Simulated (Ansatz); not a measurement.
# LiH: from a starting cell to a relaxed one

The start is a relaxed LiH cell with every coordinate shifted by Gaussian noise of σ = 0.2 Å. The structure is fully relaxed (lattice and positions, P = 0) with PBEsol (plane waves to 420 eV, PAW, scalar-relativistic; Ansatz, a program for electronic structure). The first steps use a coarse 10×10×10 k-mesh.

Initial structure:
```
CELL_PARAMETERS angstrom
      0.00000     1.98996     1.98996
      1.98996     0.00000     1.98996
      1.98996     1.98996     0.00000
ATOMIC_POSITIONS crystal
  H  0.20100 0.78089 0.06429
  Li 0.50434 0.51592 0.46163
```

How large is the pressure on the unrelaxed cell, and of which sign?

+8.3 GPa (positive: the cell is compressed).

By how much does the energy per atom fall from start to end?

0.23 eV/atom.

Is the parent structure recovered?

It relaxes back to the parent, Fm-3m (No. 225).

How do the shortest distances between atoms change?

The closest pairs of elements (up to four, under 3.6 Å), start → end: H–Li 1.42 → 1.99 Å; H–H 2.81 → 2.81 Å; Li–Li 2.81 → 2.81 Å.

Is the relaxed structure metallic? Give its gap.

2.73 eV, direct (no spin-orbit coupling).

Final values are on a 14×14×14 k-mesh of the relaxed cell. No spin polarisation in the result.
